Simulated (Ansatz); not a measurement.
Here is the system:

Ge:
```cif
data_Ge4
_chemical_formula_sum 'Ge4'
_space_group_name_H-M_alt 'P 1'
_space_group_IT_number 1
_cell_length_a 5.82439
_cell_length_b 5.69640
_cell_length_c 3.85854
_cell_angle_alpha 72.233
_cell_angle_beta 68.651
_cell_angle_gamma 39.115
loop_
_space_group_symop_operation_xyz
  'x, y, z'
loop_
_atom_site_label
_atom_site_type_symbol
_atom_site_fract_x
_atom_site_fract_y
_atom_site_fract_z
_atom_site_occupancy
Ge1 Ge 0.78463 0.78463 0.21537 1
Ge2 Ge 0.21537 0.21537 0.78463 1
Ge3 Ge 0.27483 0.72517 0.27483 1
Ge4 Ge 0.72517 0.27483 0.72517 1
```

This is the r²SCAN-relaxed structure.

Q: All from plane-wave PAW r²SCAN (Ansatz code), unless another level is named. Predict the highest zone-centre frequency.

A: 196 cm⁻¹.

Q: Give the bulk modulus (Birch–Murnaghan fit).

A: 71.5 GPa.

Space group Fmmm. The workflow started from a Materials Project entry (that database holds measured and hypothetical structures alike); the Crystallography Open Database copy checked does not list it. It is not the phase usual at ambient conditions (space group No. 227). The cell was relaxed with r²SCAN under the symmetry of its start; phonons show weakly imaginary modes. As this level gives no gap, phonon frequencies hold no LO–TO term and depend on the k-mesh and smearing (Fermi–Dirac, 0.1 eV here).

Potentials: the later of the program's two PAW sets.
